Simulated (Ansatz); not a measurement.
Ti$_{2}$InC:
```yaml
crystal:
  lattice:
    - [3.13169, 0.00000, 0.00000]
    - [-1.56585, 2.71213, 0.00000]
    - [0.00000, 0.00000, 14.13490]
  atoms:
    - { symbol: Ti, position: [0.66667, 0.33333, 0.57858] }
    - { symbol: Ti, position: [0.33333, 0.66667, 0.42142] }
    - { symbol: Ti, position: [0.33333, 0.66667, 0.07858] }
    - { symbol: Ti, position: [0.66667, 0.33333, 0.92142] }
    - { symbol: In, position: [0.66667, 0.33333, 0.25000] }
    - { symbol: In, position: [0.33333, 0.66667, 0.75000] }
    - { symbol: C, position: [0.00000, 0.00000, 0.50000] }
    - { symbol: C, position: [0.00000, 0.00000, 0.00000] }
```

Relaxed with r²SCAN. Special points in fractions of this cell's reciprocal vectors: Γ (0.000, 0.000, 0.000); M (0.500, 0.000, 0.000); K (0.333, 0.333, 0.000); A (0.000, 0.000, 0.500); L (0.500, 0.000, 0.500); H (0.333, 0.333, 0.500).

Problem. List the band energies nearest the Fermi level at these points for DFT-r²SCAN in the program Ansatz with PAW potentials.

Solution. In eV from the Fermi level; about four levels below and three above (degenerate sets whole), none deeper than 8.9 eV; points with the same levels are listed once.

```tsv
k	below	above
Γ	-2.85 -2.85 -2.84 -2.84 -2.03	0.70 0.72 0.72 0.72 0.72
M	-1.42 -1.34 -1.03 -1.02	1.85 2.08 2.11
K	-1.04 -1.01 -1.01 -0.13	1.23 1.43 1.43
A	-2.85 -2.85 -2.85 -2.85 -2.46 -2.46	0.72 0.72 0.72 0.72
L	-1.37 -1.37 -1.02 -1.02	1.98 1.98 2.21 2.21
H	-1.22 -1.22 -0.91 -0.91	0.52 0.52 1.29 1.29
```

Space group P6_3/mmc. The first step of the workflow began from a Materials Project structure, measured or hypothetical; the Crystallography Open Database copy checked does not list it. Whether it is the stable phase at ambient conditions was not checked. The r²SCAN relaxation kept the symmetry of its start; its stability against distortions is not shown here. The run is not spin-polarised. Spin–orbit coupling is left out wherever it is not named.

Potentials: the later of the program's two PAW sets.
